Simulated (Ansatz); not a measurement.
## Calculated with Ansatz: Bi2Au, relaxation

input.yaml:

```yaml
crystal:
  lattice:
    - [0.0, 0.0, 5.690694]
    - [3.685238, -3.685238, 2.845347]
    - [3.685238, 3.685238, -2.845347]
  atoms:
    - { symbol: Au, position: [0.25, 0.0, 0.0] }
    - { symbol: Au, position: [0.75, 0.0, 0.0] }
    - { symbol: Bi, position: [0.667, 0.5, 0.834] }
    - { symbol: Bi, position: [0.167, 0.166, 0.5] }
    - { symbol: Bi, position: [0.333, 0.5, 0.166] }
    - { symbol: Bi, position: [0.833, 0.834, 0.5] }
  symmetry: { tolerance: 0.0003 }
kpoints:
  mp_grid: { grid: [7, 7, 7], shift: [0, 0, 0] }
magnetization:
  spin_polarized: false
scf:
  occupations: { method: fermi_dirac }
  lower_state_search: "off"
hamiltonian:
  pseudopotentials: { kind: paw }
  xc: r2scan
basis:
  ecutwfc: 500
  fft_grid_basis: typed
relax:
  max_steps: 60
  cell: { p_target: 0.0 }
output:
  forces: true
  stress: true
  eigenvalues: true
  bader: true
  populations: true
  elf: true
  write_potential: true
  volumetric_format: npy
  dos:
    e_range: [-12, 8]
    de: 0.05
    projected: { site_lists: { Au: [Au], Bi: [Bi] } }
  write_density: true
checkpoint:
  read: saved_state
```

The command:

```bash
ansatz run input.yaml --threads 2 --pin off --max-ram 3584MiB --backend cpu --events-out ev --progress --plain --runs-dir out
```

Origin of the cell: a known structure type with other elements, at an estimated volume, so it need not be a known compound.

The smearing width isn't typed, so it takes its default of 0.1 eV.

The saved state is a converged single point of the same cell.

Excerpt of the output:

```
Pseudopotentials: kind: paw
Pseudopotential: Au, paw, valence charge 19, recommended cutoff 500 eV (meta_gga), Au.paw.azcp
Pseudopotential: Bi, paw, valence charge 15, recommended cutoff 500 eV (meta_gga), Bi.paw.azcp
Functional definition: r2SCAN
  exchange = r2scan_x(k0 = k0, k1 = k1, a1 = a1)
  correlation = r2scan_c
Crystal: 6 atoms, lattice volume = 154.570 Å³
Basis set: ecut = 500 eV, 3911 PW (Γ), exchange–correlation on 180×180×180 points (64 copies of the dense FFT grid, shifted against one another)
Bands: 59, of which v1, the nominal top of the filled ones, is band 49 counted from 1 (48 counted from 0)
Symmetry: 16 space group operations
Space group: I4/mcm (ITA 140), of the structure as read, at distance tolerance 1.6e-3 Å
[… 8 lines left out …]
Initial density: read from a saved state, or passed on in memory by an earlier SCF of this step, an earlier step, the calling program or the single point that the run made first
Functional: x = r2scan, c = r2scan; τ floored in thin density (d = 2e-4 eV/Å³)
SCF iter   1: F=-75970.438720 eV  HF=-75970.435514 eV  Δρ=1.42e-3  dr2=3.80e-3  dr2_τ=1.16e-3
SCF iter   2: F=-75970.439369 eV  HF=-75970.439685 eV  Δρ=8.52e-4  dr2=2.18e-3  dr2_τ=1.00e-4
SCF iter   3: F=-75970.440033 eV  HF=-75970.440088 eV  Δρ=2.94e-4  dr2=3.42e-4  dr2_τ=3.74e-5
SCF iter   4: F=-75970.440143 eV  HF=-75970.440106 eV  Δρ=1.62e-4  dr2=2.35e-5  dr2_τ=5.27e-6
SCF iter   5: F=-75970.440097 eV  HF=-75970.440096 eV  Δρ=3.03e-5  dr2=1.74e-6  dr2_τ=2.20e-7
SCF iter   6: F=-75970.440097 eV  HF=-75970.440097 eV  Δρ=1.03e-5  dr2=2.23e-7  dr2_τ=1.55e-8
SCF iter   7: F=-75970.440098 eV  HF=-75970.440098 eV  Δρ=2.92e-6  dr2=1.28e-8  dr2_τ=1.27e-9
relax step   1: F+E_penalty+E_count = -75970.440098 eV  Δ(F+E_penalty+E_count) = +0.000e0 eV  max|allowed force component| = 1.595e-1 eV/Å  Δτ_max = 0.0000 Å  P = +3.296 GPa  Ω = 154.570 Å³ […]
relax step   2: F+E_penalty+E_count = -75970.450113 eV  Δ(F+E_penalty+E_count) = -1.002e-2 eV  max|allowed force component| = 3.705e-2 eV/Å  Δτ_max = 0.0476 Å  P = -2.923 GPa  Ω = 166.751 Å³ […]
relax step   3: F+E_penalty+E_count = -75970.515251 eV  Δ(F+E_penalty+E_count) = -6.514e-2 eV  max|allowed force component| = 1.895e-2 eV/Å  Δτ_max = 0.0073 Å  P = -0.402 GPa  Ω = 160.833 Å³ […]
relax step   4: F+E_penalty+E_count = -75970.517954 eV  Δ(F+E_penalty+E_count) = -2.704e-3 eV  max|allowed force component| = 1.635e-2 eV/Å  Δτ_max = 0.0067 Å  P = +0.018 GPa  Ω = 159.854 Å³ […]
relax step   5: F+E_penalty+E_count = -75970.518730 eV  Δ(F+E_penalty+E_count) = -7.754e-4 eV  max|allowed force component| = 1.363e-3 eV/Å  Δτ_max = 0.0094 Å  P = +0.005 GPa  Ω = 159.758 Å³ […]
relax step   6: F+E_penalty+E_count = -75970.520187 eV  Δ(F+E_penalty+E_count) = -1.457e-3 eV  max|allowed force component| = 1.307e-3 eV/Å  Δτ_max = 0.0000 Å  P = +0.012 GPa  Ω = 159.758 Å³  stress off target by 1.86e-2 GPa […]
SCF 6 converged in 8 iterations: F = -75970.520187 eV  dr2 = 8.47e-12
basis re-selected at this cell: Δ(F+E_penalty+E_count) = -1.457e-3 eV, ΔP = +0.007 GPa vs the last step (what re-selecting the basis moved, of the pressure what is left beyond the Pulay corre […]
SCF converged after 8 iterations
Free energy (F): -75970.520187 eV
Harris-Foulkes:  -75970.520187 eV  (|F-HF|=2.91e-11)
Internal energy: -75970.432540 eV  (E = F + TS)
E sigma→0 (E₀):  -75970.476363 eV
Entropy (-TS):   -0.087647 eV (-14.608 meV/atom)
Fermi energy:    13.709312 eV
--- Per-component energies (eV) ---
  E_band       = -989.968293
  E_kinetic    = 2413.827962
  E_local      = -10617.893121  (includes V_loc(G=0)·N_el)
  E_nonlocal   = 2395.472297
  E_hartree    = 3952.858276
  E_xc         = -1000.371056
  E_vxc        = -1241.685071  (∫ρ·V_xc dr)
  E_paw        = -62215.062961  (= ΣΔE_a)
  E_vpaw       = -1931.501494  (= ΣTr[D̂ρ^β])
  E_aug_tail   = 0.000460  (compensation charges beyond the density's cutoff)
  E_vtau       = 86.094297  (kinetic-family band-sum trace: ∫τ·v_τ [+ j·A + Jᵃ·Aᵃ] dr)
  E_ewald      = -10902.413938
  E_core_change = 3.149541  (= ΣΔE_core)
  E_smearing   = -0.087647  (= −TS)
  Σ components = -75970.520187   (vs F -75970.520187, Δ=0.00e0)
--- Forces (eV/Å), atoms counted from 1 ---
  atom   1  Au    -0.000000     0.000000     0.000000
  atom   2  Au     0.000000    -0.000000     0.000000
  atom   3  Bi    -0.001307    -0.001307     0.000000
  atom   4  Bi     0.001307    -0.001307     0.000000
  atom   5  Bi     0.001307     0.001307    -0.000000
  atom   6  Bi    -0.001307     0.001307    -0.000000
  max |Σ_I F_I| component: 5.90e-17 eV/Å
--- Stress (GPa, compression-positive) ---
        0.018636      -0.000000      -0.000000
       -0.000000       0.018636       0.000000
       -0.000000       0.000000      -0.001501
  P = ⅓ Tr σ = 0.0119 GPa (0.119 kbar)
--- Relaxed structure (5 steps of the walk, 5 accepted, 1 SCFs on fresh bases) ---
  F+E_penalty+E_count = -75970.520187 eV   max|allowed force component| = 1.307e-3 eV/Å   (the final SCF, on the basis selected at the relaxed cell)
  cell:  # Å, volume = 159.7577 Å³
    - [0.0, 0.0, 5.675232]
    - [3.751666, -3.751666, 2.837616]
    - [3.751666, 3.751666, -2.837616]
  atoms:
    - { symbol: Au, position: [0.25, 1.765e-19, 2.549e-19] }
    - { symbol: Au, position: [0.75, 1.765e-19, 2.549e-19] }
    - { symbol: Bi, position: [0.661599, 0.500000, 0.823197] }
    - { symbol: Bi, position: [0.161599, 0.176803, 0.500000] }
    - { symbol: Bi, position: [0.338401, 0.500000, 0.176803] }
    - { symbol: Bi, position: [0.838401, 0.823197, 0.500000] }
--- Löwdin populations: 6 sites ---
  site symbol       q [e]
     0     Au     18.6655
     1     Au     18.6655
     2     Bi     15.0565
     3     Bi     15.0565
     4     Bi     15.0565
     5     Bi     15.0565
  spilling = 0.004518 (of n_electrons = 98.000000)
--- Bader charges: 6 sites ---
  site symbol  charge [e]  shift [e]
     0     Au     -0.5450     0.0000
     1     Au     -0.5449     0.0000
     2     Bi      0.2725     0.0000
     3     Bi      0.2725     0.0000
     4     Bi      0.2725     0.0000
     5     Bi      0.2725     0.0000
  estimated error of the sums over rays = 2.3e-4 e
```

Before:

Space group I4/mcm (No. 140); the run's cell has a = 5.691 Å, b = 5.938 Å, c = 5.938 Å, α = 103.27°, β = 118.63°, γ = 61.37°. Shortest distances: Au–Au 2.85 Å, Au–Bi 3.09 Å, Bi–Bi 3.33 Å.

The relaxed structure.

Space group I4/mcm (No. 140); the run's cell has a = 5.675 Å, b = 6.017 Å, c = 6.017 Å, α = 102.85°, β = 118.14°, γ = 61.86°. Shortest distances: Au–Au 2.84 Å, Au–Bi 3.15 Å, Bi–Bi 3.40 Å.

- Free energy lowered by: 13.3 meV/atom
- Volume change: 3.36 %
- Final pressure: 0.01 GPa
- Relaxation steps listed: 6

Caveats: no spin-orbit coupling, though heavy elements are present; the relaxation held the start's symmetry, so the end may be a saddle point.

Time: 2.5 min on 2 threads of Arm Neoverse V2, with other jobs on the host, peak memory 1 GiB, from a saved density.
